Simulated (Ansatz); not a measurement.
**PtSe$_{2}$: levels along high-symmetry lines**

```
Pt Se
1.0
     3.75161    0.00000    0.00000
    -1.87580    3.24899    0.00000
     0.00000    0.00000    6.50118
Pt Se
1 2
Direct
  0.00000 0.00000 0.00000
  0.33333 0.66667 0.20099
  0.66667 0.33333 0.79901
```

Atoms are numbered in the order listed.

The cell was built from the CdI2 type and relaxed in the same program, and has space group P-3m1; it needn't be a known or the stable phase.

No spin–orbit coupling, which matters for the heavy atoms here.

The calculation used DFT, PBE, all-electron LAPW, scalar-relativistic (Ansatz 0.2.0).

Settings: a Γ-centred 12×12×7 k mesh, Fermi–Dirac smearing of 0.05 eV, basis error target 1 meV/atom, no spin polarisation.

Points in fractions of the reciprocal vectors of this cell: Γ (0, 0, 0), M (0.5, 0, 0), K (0.333, 0.333, 0), A (0, 0, 0.5), L (0.5, 0, 0.5), H (0.333, 0.333, 0.5). The path joins them by straight lines in the order Γ–M–K–Γ–A–L–H–A–L; legs that retrace an earlier one aren't tabulated. Energies are in eV from the top of the valence band.

(1) Metal or insulator at this level of theory?

(2) Tabulate bands 43 to 48, counted from the lowest band of the run, along the path.

## Answers

(1) An insulator or semiconductor: gap 0.84 eV.

(2) 
| k (1/Å) | point | band 43 | band 44 | band 45 | band 46 | band 47 | band 48 |
| --- | --- | --- | --- | --- | --- | --- | --- |
| 0.00 | Γ | -0.29 | -0.29 | -0.23 | 2.62 | 2.62 | 4.16 |
| 0.24 |  | -0.53 | -0.31 | -0.05 | 1.77 | 2.43 | 4.98 |
| 0.48 |  | -0.97 | -0.67 | -0.40 | 1.34 | 2.30 | 5.40 |
| 0.73 |  | -1.96 | -1.43 | -1.16 | 1.76 | 2.42 | 4.75 |
| 0.97 | M | -2.17 | -2.11 | -1.87 | 1.94 | 2.50 | 4.67 |
| 1.11 |  | -2.50 | -1.78 | -1.53 | 1.89 | 2.18 | 4.84 |
| 1.25 |  | -2.49 | -1.57 | -1.15 | 1.61 | 1.74 | 5.18 |
| 1.39 |  | -2.39 | -1.37 | -1.04 | 1.26 | 1.52 | 5.34 |
| 1.53 | K | -2.36 | -1.17 | -1.17 | 1.29 | 1.29 | 5.34 |
| 1.80 |  | -2.12 | -1.69 | -0.58 | 1.09 | 1.86 | 5.49 |
| 2.08 |  | -1.17 | -1.11 | -0.11 | 1.41 | 1.79 | 5.97 |
| 2.36 |  | -0.59 | -0.35 | -0.02 | 1.73 | 2.24 | 5.21 |
| 2.64 | Γ | -0.29 | -0.29 | -0.23 | 2.62 | 2.62 | 4.16 |
| 2.76 |  | -0.37 | -0.29 | -0.29 | 2.63 | 2.63 | 4.35 |
| 2.88 |  | -0.71 | -0.30 | -0.30 | 2.66 | 2.66 | 4.82 |
| 3.00 |  | -1.07 | -0.31 | -0.31 | 2.68 | 2.68 | 5.19 |
| 3.12 | A | -1.32 | -0.32 | -0.32 | 2.69 | 2.69 | 5.26 |
| 3.37 |  | -1.04 | -0.32 | -0.20 | 1.77 | 2.46 | 5.98 |
| 3.61 |  | -0.80 | -0.64 | -0.56 | 1.03 | 2.23 | 5.28 |
| 3.85 |  | -2.00 | -1.39 | -0.91 | 1.67 | 2.28 | 4.56 |
| 4.09 | L | -2.22 | -2.06 | -1.39 | 2.15 | 2.34 | 4.38 |
| 4.23 |  | -2.51 | -1.61 | -1.37 | 2.12 | 2.16 | 4.60 |
| 4.37 |  | -2.51 | -1.36 | -1.31 | 1.76 | 2.11 | 5.20 |
| 4.51 |  | -2.51 | -1.38 | -1.22 | 1.64 | 1.96 | 5.93 |
| 4.65 | H | -2.53 | -1.30 | -1.30 | 1.77 | 1.77 | 6.29 |
| 4.93 |  | -2.12 | -1.64 | -0.82 | 1.50 | 1.95 | 5.99 |
| 5.21 |  | -1.07 | -0.82 | -0.52 | 1.35 | 1.64 | 5.97 |
| 5.49 |  | -0.96 | -0.34 | -0.21 | 1.65 | 2.30 | 6.23 |
| 5.77 | A | -1.32 | -0.32 | -0.32 | 2.69 | 2.69 | 5.26 |
